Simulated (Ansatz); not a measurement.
C:
```yaml
crystal:
  lattice:
    - [4.58156, 1.25789, 0.00000]
    - [-4.58156, 1.25789, 0.00000]
    - [-0.50529, 0.00000, 4.10288]
  atoms:
    - { symbol: C, position: [0.44271, 0.55729, 0.12032] }
    - { symbol: C, position: [0.22880, 0.77120, 0.58542] }
    - { symbol: C, position: [0.28569, 0.71431, 0.94060] }
    - { symbol: C, position: [0.05815, 0.94185, 0.65370] }
    - { symbol: C, position: [0.55729, 0.44271, 0.87968] }
    - { symbol: C, position: [0.77120, 0.22880, 0.41458] }
    - { symbol: C, position: [0.71431, 0.28569, 0.05940] }
    - { symbol: C, position: [0.94185, 0.05815, 0.34630] }
```

Relaxed with r²SCAN. Special points in fractions of this cell's reciprocal vectors: Γ (0.000, 0.000, 0.000); C (0.269, 0.269, 0.000); C2 (-0.269, 0.731, 0.000); Y2 (-0.500, 0.500, 0.000); M2 (-0.500, 0.500, 0.500); D (-0.264, 0.736, 0.500); D2 (0.264, 0.264, 0.500); A (0.000, 0.000, 0.500); L2 (0.000, 0.500, 0.500); V2 (0.000, 0.500, 0.000).

Question: List the band energies nearest the valence-band maximum at these points for the program Ansatz at the r²SCAN level (PAW).

Answer: In eV from the valence-band maximum; about four levels below and three above (degenerate sets whole), none deeper than 8.9 eV; points with the same levels are listed once.

| k | below | above |
|---|---|---|
| Γ | -1.53 -0.65 -0.21 0.00 | 4.59 5.31 5.97 |
| C | -5.66 -5.27 -5.05 -3.13 | 5.08 5.99 6.39 |
| Y2 | -2.77 -1.42 -1.40 -0.80 | 4.84 6.01 7.03 |
| M2 | -3.90 -2.31 -2.11 -1.38 | 3.70 6.17 7.13 |
| D | -4.31 -4.23 -3.70 -3.68 | 6.61 6.75 7.45 |
| A | -2.69 -2.02 -1.88 -1.85 | 5.11 6.25 7.10 |
| L2 | -4.56 -4.29 -3.53 -2.76 | 6.79 6.83 7.01 |
| V2 | -6.03 -5.58 -4.17 -3.47 | 5.17 5.69 7.67 |

Space group C2/m. The start of the workflow was typed in or built on a structure type; the Crystallography Open Database copy checked does not list it. It is not the phase usual at ambient conditions (space group No. 194, 227). The cell was relaxed with r²SCAN under the symmetry of its start; its stability against distortions is not shown here.

Potentials: the later of the program's two PAW sets.
